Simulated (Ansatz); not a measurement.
In plane-wave PAW PBE (Ansatz code), AlPt₃C in the anti-perovskite structure (Pm-3m) relaxes to a = 4.177 Å. Al has 12 nearest neighbours from 2.95 Å (cuboctahedral); C has 6 nearest neighbours from 2.09 Å (octahedral). Against the elements it lies at 0.20 eV/atom, with no fitted shifts.

Electronic character: metallic (no gap). Gap from PBE with spin–orbit coupling: none (metallic).

An equation-of-state fit gives a bulk modulus of 206 GPa.

The start of the workflow was typed in or built on a structure type; neither database checked (COD, Materials Project) lists it. Its standing as an ambient phase is unchecked. The cell was relaxed with PBE under the symmetry of its start; its stability against distortions is not shown here. No spin polarisation was allowed. Its formation energy is positive at this level, so the cell may be metastable or incomplete. The references are the lowest solids computed at this level, not always the standard phases. Scalar-relativistic: spin–orbit coupling is off unless named, which matters more the heavier the elements.

Potentials: the later of the program's two PAW sets.
